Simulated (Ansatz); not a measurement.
Relaxed-ion elastic tensor of C (graphite, space group No. 194) in GPa (Voigt order), r²SCAN in the plane-wave PAW code Ansatz; density 2.16 g/cm³, 9.24 Å³ per atom.

```
1040   178  -2.5   0.0   0.0   0.0
 178  1040  -2.5   0.0   0.0   0.0
-2.5  -2.5  20.4   0.0   0.0   0.0
 0.0   0.0   0.0   2.5   0.0   0.0
 0.0   0.0   0.0   0.0   2.5   0.0
 0.0   0.0   0.0   0.0   0.0   432
```

Q: Is the crystal mechanically stable?

A: Yes: the smallest eigenvalue of C is 2.5 GPa.

Q: Work out the Voigt and Reuss bounds. Is their mean of use?

A: K_V = 272, K_R = 19.6; G_V = 216, G_R = 5.6 GPa. The bounds lie so far apart that a Hill average or a Debye temperature from it would say little.

Space group P6_3/mmc (graphite). The r²SCAN relaxation kept the symmetry of its start. A crystal of weakly bound layers computed without a dispersion correction: the cell and the soft elastic constants depend strongly on that. As this level gives no gap, shear constants depend on the k-mesh and smearing (Fermi–Dirac, 0.1 eV here).

Potentials: the later of the program's two PAW sets.
